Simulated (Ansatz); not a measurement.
SnF4:
```yaml
crystal:
  lattice:
    - [-2.02067, 2.02067, 3.78390]
    - [2.02067, -2.02067, 3.78390]
    - [2.02067, 2.02067, -3.78390]
  atoms:
    - { symbol: Sn, position: [0.00000, 0.00000, 0.00000] }
    - { symbol: F, position: [0.75127, 0.75127, 0.00000] }
    - { symbol: F, position: [0.24873, 0.24873, 0.00000] }
    - { symbol: F, position: [0.50000, 0.00000, 0.50000] }
    - { symbol: F, position: [0.00000, 0.50000, 0.50000] }
```

Cartesian axes are those of the cell as given.

**Question.** Give the high-frequency dielectric tensor and the Born effective charge tensors of the independent atoms from DFPT, plane-wave PAW LDA (Ansatz code).

**Answer.** 
ε∞:
```
2.58  0.00  0.00
0.00  2.58  0.00
0.00  0.00  2.58
```
Z* of atom 1 (Sn), rows: field, columns: displacement, in e:
```
4.38  0.00  0.00
0.00  4.38  0.00
0.00  0.00  3.49
```
Z* of atom 2 (F), rows: field, columns: displacement, in e:
```
-0.72   0.00   0.00
 0.00  -0.72   0.00
 0.00   0.00  -1.10
```
Z* of atom 4 (F), rows: field, columns: displacement, in e:
```
-0.63   0.00   0.00
 0.00  -2.31   0.00
 0.00   0.00  -0.65
```

Space group I4/mmm. The first step of the workflow began from a Materials Project structure, measured or hypothetical; the Crystallography Open Database files this formula in space group No. 139, but the cells were not matched. Whether it is the stable phase at ambient conditions was not checked. The LDA relaxation kept the symmetry of its start; whether a distortion lowers the energy is not shown. A crystal of weakly bound layers computed without a dispersion correction: the cell and the soft elastic constants depend strongly on that. Spin–orbit coupling is left out wherever it is not named.

Potentials: the later of the program's two PAW sets.
